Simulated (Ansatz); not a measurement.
# Cd4Se3S (P-43m) at 2 levels of theory

One geometry, relaxed with PBE; plane waves with PAW potentials in Ansatz, scalar-relativistic. No spin polarisation. Gaps are the least over mesh and band path; pressure is positive in compression.

```yaml
crystal:
  lattice:
    - [6.12794, 0.00000, 0.00000]
    - [0.00000, 6.12794, 0.00000]
    - [0.00000, 0.00000, 6.12794]
  atoms:
    - { symbol: Cd, position: [0.75610, 0.75610, 0.24390] }
    - { symbol: Cd, position: [0.75610, 0.24390, 0.75610] }
    - { symbol: Cd, position: [0.24390, 0.75610, 0.75610] }
    - { symbol: Cd, position: [0.24390, 0.24390, 0.24390] }
    - { symbol: Se, position: [0.00000, 0.50000, 0.50000] }
    - { symbol: Se, position: [0.50000, 0.00000, 0.50000] }
    - { symbol: Se, position: [0.50000, 0.50000, 0.00000] }
    - { symbol: S, position: [0.00000, 0.00000, 0.00000] }
```

```json
{"level": "PBE", "cutoff (eV)": "420", "k mesh": "6×6×6", "gap (eV)": "0.60", "pressure (GPa)": "0.0"}
```

What comes out on the same cell with r2SCAN?

| level | cutoff (eV) | k mesh | gap (eV) | pressure (GPa) |
| --- | --- | --- | --- | --- |
| r2SCAN | 500 | 6×6×6 | 1.07 | -1.5 |

The structure comes from a generated guess; another structure or a mixture of phases may lie lower.
